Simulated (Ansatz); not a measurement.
## Compressing YZn: a fit and a missing row

YZn, Pm-3m, a = 3.521 Å. The structure is a COD entry; whether it is the stable form wasn't checked. Ansatz: PBEsol, PAW, 420 eV, Γ-centred 12×12×12 mesh on 2 atoms, Gaussian smearing 0.10 eV; no spin polarisation. Symmetry fixes shape and atoms, so the cell is only scaled; pressure is positive in compression.

```
V (Å³/atom) P (GPa)
     19.213        ?
     19.868     7.45
     20.523     4.58
     21.178     2.10
     21.833    -0.05
     22.487    -1.90
     23.142    -3.49
     24.016    -5.27
```

Problem. Take V0 = 21.833 Å³/atom, count pressures from its P0 = -0.05 GPa, fit the third-order Birch–Murnaghan form to the other rows, and predict the missing pressure.

Solution. With the Eulerian strain f = ½[(V0/V)^(2/3) − 1] and y = (P − P0)/[3f(1 + 2f)^(5/2)], the form is the line y = B0 + 1.5 B0 (B0′ − 4) f. Rows (f, y): 0.03245, 65.8; 0.02106, 66.1; 0.01026, 66.4; -0.00974, 66.5; -0.01904, 66.4; -0.03078, 66.3. Means f = 0.0007017, y = 66.250; Σ(Δf)² = 0.003004, ΣΔfΔy = -0.02305; the slope is their ratio. y = 66.26 − 7.675 f GPa, so B0 = 66.3 GPa and B0′ = 4 + 2 × (-7.675)/(3 × 66.26) = 3.92. At V = 19.213, f = 0.04448, y = 65.92 and P = 10.83 GPa. The run gave 10.79 GPa, so the fit is 0.04 GPa too high, a small miss on the scale of the series.

Cost: 8 runs of about 0.47 core-minutes in all, on Arm Neoverse V2 (shared hosts).